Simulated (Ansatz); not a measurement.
Here is the system:

VPO4:
```
VPO4
1.0
    3.90553     2.62763     0.00000
   -3.90553     2.62763     0.00000
    0.00000     0.00000     6.25671
V P O
2 2 8
Direct
  0.50000   0.50000   0.50000
  0.50000   0.50000   0.00000
  0.14964   0.85036   0.75000
  0.85036   0.14964   0.25000
  0.27697   0.20859   0.75000
  0.72303   0.79141   0.25000
  0.20859   0.27697   0.25000
  0.79141   0.72303   0.75000
  0.25657   0.74343   0.54713
  0.74343   0.25657   0.45287
  0.74343   0.25657   0.04713
  0.25657   0.74343   0.95287
```
The run is spin-polarised.

This is the r²SCAN-relaxed structure.

**Question.** All from DFT-r²SCAN in the program Ansatz with PAW potentials, unless another level is named. Estimate the magnetic order.

**Answer.** antiferromagnetic.

**Question.** Next, the Bader charges?

**Answer.** V +2.02, P +3.89, O -1.49 to -1.47 e.

Space group Cmcm. The workflow started from a Materials Project entry (that database holds measured and hypothetical structures alike); the Crystallography Open Database files this formula in space group No. 63, but the cells were not matched. Whether it is the stable phase at ambient conditions was not checked. The r²SCAN relaxation kept the symmetry of its start, as lowered by the spin order; whether a distortion lowers the energy is not shown. Spin order of the final state: antiferromagnetic, chosen from 2 collinear starts compared on coarse meshes (ties went to the first, and starts can fall back to one state), not a proven ground state. Other orbital occupations within this spin state were not tried. No Hubbard U is applied.

Potentials: the later of the program's two PAW sets.
